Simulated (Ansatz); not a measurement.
The calculation used DFT r2SCAN, scalar-relativistic, plane waves, PAW in Ansatz.

Structure of Ti$_{2}$Rh:

```
CELL_PARAMETERS angstrom
-1.52471 1.52471 4.90439
1.52471 -1.52471 4.90439
1.52471 1.52471 -4.90439
ATOMIC_POSITIONS crystal
Ti 0.66158 0.66158 0.00000
Ti 0.33842 0.33842 0.00000
Rh 0.00000 0.00000 0.00000
```

Settings: cutoff 500 eV, Γ-centred mesh 20×20×20 on the computed 3-atom cell, Gaussian smearing of 0.10 eV; no spin polarisation.

Levels along Γ–X–P–N–Γ–M–S | S0–Γ | X–R | G–M, in eV from the Fermi level, sorted by energy at each point. Points in fractions of the primitive reciprocal vectors: Γ (0.000 0.000 0.000), X (0.000 0.000 0.500), P (0.250 0.250 0.250), N (0.000 0.500 0.000), M (0.500 0.500 -0.500), S (0.274 0.726 -0.274), S0 (-0.274 0.274 0.274), R (-0.048 0.048 0.500), G (0.500 0.500 -0.048).
```csv
point,"k (1/Å, with 2π)",band 18,band 19,band 20,band 21,band 22,band 23,band 24
Γ,0.000,-2.45,-1.90,-1.61,1.51,1.51,1.66,1.75
-,0.208,-2.09,-2.04,-1.42,1.18,1.26,1.52,1.65
-,0.416,-2.44,-1.57,-1.11,0.34,1.01,1.62,1.62
-,0.624,-2.95,-1.15,-0.91,-0.29,1.23,1.55,1.82
-,0.833,-2.95,-1.05,-0.81,-0.59,1.38,1.48,1.93
-,1.041,-2.15,-1.31,-0.76,-0.41,0.99,1.19,2.42
-,1.249,-1.61,-1.44,-0.71,0.10,0.35,1.24,2.63
X,1.457,-1.48,-0.69,-0.55,-0.46,0.30,1.46,2.71
-,1.503,-1.47,-0.75,-0.55,-0.39,0.30,1.43,2.71
-,1.548,-1.46,-0.84,-0.55,-0.27,0.30,1.35,2.72
-,1.594,-1.44,-0.94,-0.55,-0.12,0.30,1.23,2.73
-,1.640,-1.41,-1.03,-0.55,0.04,0.30,1.07,2.75
-,1.686,-1.37,-1.12,-0.55,0.20,0.29,0.91,2.76
-,1.732,-1.32,-1.19,-0.55,0.29,0.38,0.73,2.77
P,1.777,-1.26,-1.26,-0.55,0.29,0.55,0.55,2.77
-,1.924,-1.55,-1.20,-0.64,0.19,0.36,0.82,2.69
-,2.072,-1.62,-1.01,-0.75,-0.10,0.17,1.09,2.44
-,2.219,-1.54,-0.84,-0.81,-0.47,0.21,1.19,2.06
-,2.366,-1.77,-0.84,-0.77,-0.20,0.29,1.14,1.65
-,2.513,-2.22,-0.66,-0.64,0.25,0.40,1.00,1.34
-,2.660,-2.61,-0.52,-0.48,0.52,0.66,0.80,1.25
N,2.808,-2.76,-0.48,-0.41,0.62,0.64,0.84,1.33
-,2.962,-2.74,-0.66,-0.34,0.16,0.69,1.21,1.42
-,3.116,-2.68,-0.88,-0.54,0.03,0.82,1.25,1.40
-,3.270,-2.59,-1.22,-0.79,0.21,1.02,1.18,1.30
-,3.424,-2.42,-1.64,-0.99,0.54,1.11,1.24,1.28
-,3.578,-2.15,-2.01,-1.24,0.94,1.21,1.33,1.58
-,3.732,-2.29,-1.97,-1.49,1.38,1.41,1.50,1.71
Γ,3.886,-2.45,-1.90,-1.61,1.51,1.51,1.66,1.75
-,3.978,-2.45,-1.90,-1.57,1.43,1.43,1.63,1.71
-,4.069,-2.46,-1.90,-1.45,1.27,1.27,1.53,1.59
-,4.161,-2.48,-1.89,-1.27,1.11,1.11,1.37,1.46
-,4.252,-2.49,-1.87,-1.05,0.97,0.97,1.18,1.36
-,4.344,-2.51,-1.86,-0.82,0.88,0.88,0.96,1.30
-,4.435,-2.52,-1.86,-0.62,0.77,0.82,0.82,1.27
M,4.527,-2.52,-1.85,-0.54,0.69,0.80,0.80,1.26
-,4.660,-2.52,-1.94,-0.57,0.77,0.86,0.89,1.24
-,4.793,-2.50,-2.16,-0.64,0.97,1.03,1.13,1.19
-,4.926,-2.43,-2.36,-0.69,1.10,1.20,1.23,1.41
-,5.059,-2.69,-2.06,-0.68,1.00,1.28,1.36,1.55
-,5.192,-2.79,-1.63,-0.57,0.89,1.09,1.38,1.42
-,5.325,-2.82,-1.19,-0.37,0.73,0.82,1.18,1.31
S,5.458,-2.50,-0.86,-0.23,0.58,0.61,0.96,1.35
S0,5.458,-2.50,-0.86,-0.23,0.58,0.61,0.96,1.35
-,5.619,-2.30,-0.71,-0.42,0.24,0.72,0.79,1.38
-,5.780,-2.56,-0.71,-0.41,-0.25,0.76,0.90,1.15
-,5.942,-2.61,-0.84,-0.77,-0.12,0.87,1.04,1.17
-,6.103,-2.48,-1.40,-0.96,0.31,1.06,1.09,1.22
-,6.265,-2.20,-1.90,-1.21,0.84,1.21,1.29,1.43
-,6.426,-2.26,-1.98,-1.48,1.41,1.41,1.44,1.72
Γ,6.587,-2.45,-1.90,-1.61,1.51,1.51,1.66,1.75
X,6.587,-1.48,-0.69,-0.55,-0.46,0.30,1.46,2.71
-,6.607,-1.48,-0.69,-0.55,-0.46,0.30,1.46,2.71
-,6.628,-1.48,-0.70,-0.55,-0.48,0.31,1.46,2.70
-,6.648,-1.50,-0.70,-0.56,-0.50,0.31,1.45,2.69
-,6.668,-1.51,-0.71,-0.57,-0.54,0.32,1.45,2.68
-,6.688,-1.53,-0.72,-0.58,-0.58,0.32,1.45,2.66
-,6.708,-1.55,-0.73,-0.64,-0.60,0.33,1.44,2.64
R,6.728,-1.58,-0.74,-0.70,-0.62,0.34,1.44,2.62
G,6.728,-1.58,-0.74,-0.70,-0.62,0.34,1.44,2.62
-,6.916,-1.79,-1.54,-0.80,-0.78,0.40,1.41,2.27
-,7.104,-2.57,-1.92,-0.90,-0.49,0.51,1.39,1.84
-,7.292,-3.20,-2.04,-0.93,0.15,0.77,1.34,1.58
-,7.480,-2.88,-2.14,-0.87,1.01,1.03,1.23,1.71
-,7.668,-2.41,-2.30,-0.75,1.06,1.14,1.23,1.57
-,7.856,-2.46,-2.02,-0.61,0.85,0.88,1.03,1.23
M,8.044,-2.52,-1.85,-0.54,0.69,0.80,0.80,1.26
```

Cost: 1 run of about 5.9 core-minutes, on Arm Neoverse V1 (shared hosts).